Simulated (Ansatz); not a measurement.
A trial cell of CaPdC4N4, before relaxation:

```yaml
crystal:
  lattice:
    - [6.12684, 0.00000, 0.00000]
    - [0.00000, 6.12684, 0.00000]
    - [0.00000, 0.00000, 6.12684]
  atoms:
    - { symbol: Ca, position: [0.00000, 0.00000, 0.00000] }
    - { symbol: Pd, position: [0.50000, 0.50000, 0.50000] }
    - { symbol: C, position: [0.19845, 0.19845, 0.19845] }
    - { symbol: C, position: [0.19845, 0.80155, 0.80155] }
    - { symbol: C, position: [0.80155, 0.19845, 0.80155] }
    - { symbol: C, position: [0.80155, 0.80155, 0.19845] }
    - { symbol: N, position: [0.30871, 0.30871, 0.30871] }
    - { symbol: N, position: [0.30871, 0.69129, 0.69129] }
    - { symbol: N, position: [0.69129, 0.30871, 0.69129] }
    - { symbol: N, position: [0.69129, 0.69129, 0.30871] }
```

All numbers below come from DFT PBE, scalar-relativistic, plane waves, PAW in Ansatz 0.2.0. Cutoff 420 eV, Gaussian smearing, Γ-centred meshes. Cell and atoms relax first on a coarse mesh and then on a finer one. In between, the cell is made exact in the group found at 0.06 Å. In metals the finer mesh still leaves noise of several meV/atom or more. The steps can't lower the symmetry of their start. Collinear spin is switched on along the way, since trial moments persisted in a coarse test.

A guess keeps its type if space group and coordination stay and the shape of the cell changes little (axis ratios within about 15 %, angles within 6°); the volume may change.

Question: Does this structure survive the relaxation?

Answer: It keeps its type. The symmetry stays P-43m (No. 215). The volume per atom grows by 28.0 %, from 23.0 to 29.4 Å³. The shortest distance stays 1.17 Å (C–N). Counting neighbours within 15 % of an atom's shortest distance, the start has C 1, Ca 4, N 1, Pd 4 and the end C 1, Ca 4, N 1, Pd 4.

The zero of energy is the elements' standard structures at the same level (N₂ as a molecule); no fitted shifts are applied.

Question: At what energy does it end?

Answer: +0.49 eV/atom. The separate elements lie lower, so it is unstable against them.

The last run used collinear spin, a 6×6×6 mesh for its 10-atom cell and Gaussian smearing of 0.10 eV. The reference form of C is held partly by dispersion forces, which this level lacks. Another magnetic order may lie lower. Symmetry constrained the relaxation, so the result can be a saddle point.
